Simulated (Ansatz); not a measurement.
Relaxed-ion elastic tensor of C in space group C2/m (No. 12; C on 4i, C on 4i, C on 4i, C on 4i) in GPa (Voigt order), the program Ansatz at the r²SCAN level (PAW); density 3.37 g/cm³, 5.91 Å³ per atom.

|  | 1 | 2 | 3 | 4 | 5 | 6 |
|---|---|---|---|---|---|---|
| 1 | 938 | 56.1 | 167 | 0.0 | 45.5 | 0.0 |
| 2 | 56.1 | 1140 | 73.0 | 0.0 | -31.1 | 0.0 |
| 3 | 167 | 73.0 | 1110 | 0.0 | 26.4 | 0.0 |
| 4 | 0.0 | 0.0 | 0.0 | 546 | 0.0 | -22.0 |
| 5 | 45.5 | -31.1 | 26.4 | 0.0 | 481 | 0.0 |
| 6 | 0.0 | 0.0 | 0.0 | -22.0 | 0.0 | 417 |

Is the crystal mechanically stable?

Yes: the smallest eigenvalue of C is 413 GPa.

Work out the Voigt, Reuss and Hill averages.

K_V = 419, K_R = 417, K_H = 418; G_V = 481, G_R = 473, G_H = 477 GPa.

Give Young's modulus, Poisson's ratio, Pugh's ratio and the universal anisotropy index.

E = 9KG/(3K + G) = 1040 GPa; ν = 0.09; K/G = 0.88 (brittle by the Pugh limit of 1.75); A_U = 5G_V/G_R + K_V/K_R − 6 = 0.10.

Estimate the sound speeds and the Debye temperature.

v_l = √((K + 4G/3)/ρ) = 17700 m/s, v_t = √(G/ρ) = 11900 m/s, mean 13000 m/s; Θ = (h/k)(3n/4πV)^(1/3) v_m = 2140 K.

How much does each axis shrink under pressure?

Linear compressibilities β_i = Σ_j S_ij (j = 1 to 3): x 0.89, y 0.79, z 0.72 per TPa.

The start of the workflow was typed in or built on a structure type; the Crystallography Open Database copy checked does not list it. It is not the phase usual at ambient conditions (space group No. 194, 227). The r²SCAN relaxation kept the symmetry of its start; its stability against distortions is not shown here.

Potentials: the later of the program's two PAW sets.
